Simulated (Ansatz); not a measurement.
Relaxed-ion elastic tensor of KAgF$_{4}$ in space group I4/mcm (No. 140; K on 4a, Ag on 4d, F on 16l) in GPa (Voigt order), DFT-LDA in the program Ansatz with PAW potentials; density 4.11 g/cm³, 15.03 Å³ per atom.

```tsv
	1	2	3	4	5	6
1	47.2	25.4	34.1	0.0	0.0	0.0
2	25.4	47.2	34.1	0.0	0.0	0.0
3	34.1	34.1	70.8	0.0	0.0	0.0
4	0.0	0.0	0.0	6.9	0.0	0.0
5	0.0	0.0	0.0	0.0	6.9	0.0
6	0.0	0.0	0.0	0.0	0.0	17.7
```

Q: Is the crystal mechanically stable?

A: Yes: the smallest eigenvalue of C is 6.9 GPa.

Q: Work out the Voigt, Reuss and Hill averages.

A: K_V = 39.2, K_R = 36.2, K_H = 37.7; G_V = 11.1, G_R = 9.6, G_H = 10.3 GPa.

Q: Give Young's modulus, Poisson's ratio, Pugh's ratio and the universal anisotropy index.

A: E = 9KG/(3K + G) = 28.4 GPa; ν = 0.37; K/G = 3.65 (ductile by the Pugh limit of 1.75); A_U = 5G_V/G_R + K_V/K_R − 6 = 0.86.

Q: Estimate the sound speeds and the Debye temperature.

A: v_l = √((K + 4G/3)/ρ) = 3540 m/s, v_t = √(G/ρ) = 1590 m/s, mean 1790 m/s; Θ = (h/k)(3n/4πV)^(1/3) v_m = 216 K.

Q: How much does each axis shrink under pressure?

A: Linear compressibilities β_i = Σ_j S_ij (j = 1 to 3): x 13, y 13, z 1.6 per TPa.

The workflow started from a Materials Project entry (that database holds measured and hypothetical structures alike); the Crystallography Open Database files this formula in space group No. 140, but the cells were not matched. Its standing as an ambient phase is unchecked. The cell was relaxed with LDA under the symmetry of its start; of distortions, only those at the zone centre were tested. The run is not spin-polarised.

Potentials: the later of the program's two PAW sets.
